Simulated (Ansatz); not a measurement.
## BaZrGe single point

The input, for Ansatz 0.2.0 (plane waves, PAW):

```yaml
crystal:
  lattice:
    - [4.55232, 0.0, 0.0]
    - [0.0, 4.55232, 0.0]
    - [0.0, 0.0, 8.012083]
  atoms:
    - { symbol: Zr, position: [0.0, 0.0, 0.0] }
    - { symbol: Zr, position: [0.5, 0.5, 0.0] }
    - { symbol: Ba, position: [0.5, 0.0, 0.668] }
    - { symbol: Ba, position: [0.0, 0.5, 0.332] }
    - { symbol: Ge, position: [0.5, 0.0, 0.1905] }
    - { symbol: Ge, position: [0.0, 0.5, 0.8095] }
  symmetry: { tolerance: 0.0003 }
kpoints:
  mp_grid: { grid: [6, 6, 3], shift: [0, 0, 0] }
  band_path:
    path:
      - [0.0, 0.0, 0.0]
      - [0.0, 0.5, 0.0]
      - [0.5, 0.5, 0.0]
      - [0.0, 0.0, 0.0]
      - [0.0, 0.0, 0.5]
      - [0.0, 0.5, 0.5]
      - [0.5, 0.5, 0.5]
      - [0.0, 0.0, 0.5]
      - [0.0, 0.5, 0.0]
      - [0.0, 0.5, 0.5]
      - [0.5, 0.5, 0.0]
    npoints: 6
magnetization:
  spin_polarized: false
scf:
  occupations: { method: gaussian, width: 0.0174 }
  lower_state_search: "off"
  max_iter: 200
hamiltonian:
  pseudopotentials: { kind: paw }
  xc: r2scan
basis:
  ecutwfc: 500
  fft_grid_basis: typed
output:
  forces: true
  stress: true
  eigenvalues: true
  bader: true
  populations: true
  elf: true
  write_potential: true
  volumetric_format: npy
  dos:
    e_range: [-12, 8]
    de: 0.05
    projected: { site_lists: { Ba: [Ba], Ge: [Ge], Zr: [Zr] } }
checkpoint:
  read: saved_state
```

The run starts from an earlier solution of this cell. 

Excerpt of what it printed:

```
SCF iter   1: F=-28927.5789 eV  Δρ=1.60e-3  dr2=1.24e-2  dr2_τ=6.37e-4
SCF iter   2: F=-28927.5867 eV  Δρ=8.12e-4  dr2=1.69e-3  dr2_τ=2.41e-4
SCF iter   3: F=-28927.5875 eV  Δρ=5.35e-4  dr2=4.40e-4  dr2_τ=1.69e-5
SCF iter   4: F=-28927.5876 eV  Δρ=1.54e-4  dr2=4.44e-5  dr2_τ=1.19e-6
SCF iter   5: F=-28927.5876 eV  Δρ=3.35e-5  dr2=2.24e-6  dr2_τ=4.11e-8
SCF iter   6: F=-28927.5876 eV  Δρ=1.16e-5  dr2=3.01e-7  dr2_τ=1.07e-8
SCF iter   7: F=-28927.5876 eV  Δρ=3.24e-6  dr2=2.33e-8  dr2_τ=4.01e-10
Free energy (F): -28927.5876 eV
Harris-Foulkes:  -28927.5876 eV  (|F-HF|=1.53e-8)
Internal energy: -28927.5862 eV  (E = F + TS)
E sigma→0 (E₀):  -28927.5869 eV
Entropy (-TS):   -0.0014 eV (-0.233 meV/atom)
Fermi energy:    11.3078 eV
--- Stress (GPa, compression-positive) ---
        5.7522       0.0000       0.0000
        0.0000       5.7522       0.0000
        0.0000       0.0000       7.3946
  P = ⅓ Tr σ = 6.2997 GPa (62.997 kbar)
```

Absolute energies hang on the potentials; compare differences alone.

Origin: a known structure type with other elements, at an estimated volume, so it need not be a known compound.
